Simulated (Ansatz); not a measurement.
Pm-3m: 4 crystals compared

All 4 crystals share space group Pm-3m (No. 221) and the same kinds of sites, 2 atoms in the primitive cell. They are database entries and needn't be the stable phases. The set is a selection: crystals with unstable modes on a coarse mesh or in a metal were left out. Cells are relaxed by PAW under the functional.

Quantity: harmonic phonons by finite displacements (negative means unstable), on a 2×2×2 q mesh. Level: PBEsol, all-electron LAPW in Ansatz 0.2.0, scalar-relativistic.

```
crystal  cell (conventional)    k mesh  smearing (eV)
   AlCo          a = 2.823 Å  12×12×12           0.10
   AlNi          a = 2.863 Å  14×14×14           0.10
   AlRu          a = 2.977 Å  12×12×12           0.10
   LuCd          a = 3.609 Å     8×8×8           0.10
```

**Question.** Rank them by lowest at M, lowest first.
A. AlRu
B. LuCd
C. AlCo
D. AlNi

**Answer.** B (33.7 cm⁻¹), A (113 cm⁻¹), D (130 cm⁻¹), C (190 cm⁻¹).

All values:

| crystal | highest mode (cm⁻¹) | lowest at X (cm⁻¹) | lowest at M (cm⁻¹) | lowest at R (cm⁻¹) | highest at Γ (cm⁻¹) |
| --- | --- | --- | --- | --- | --- |
| AlCo | 417 | 212 | 190 | 249 | 339 |
| AlNi | 371 | 173 | 130 | 170 | 302 |
| AlRu | 361 | 165 | 113 | 198 | 321 |
| LuCd | 133 | 81.0 | 33.7 | 89.2 | 117 |

Keep in mind: responses of metals move with mesh and smearing.
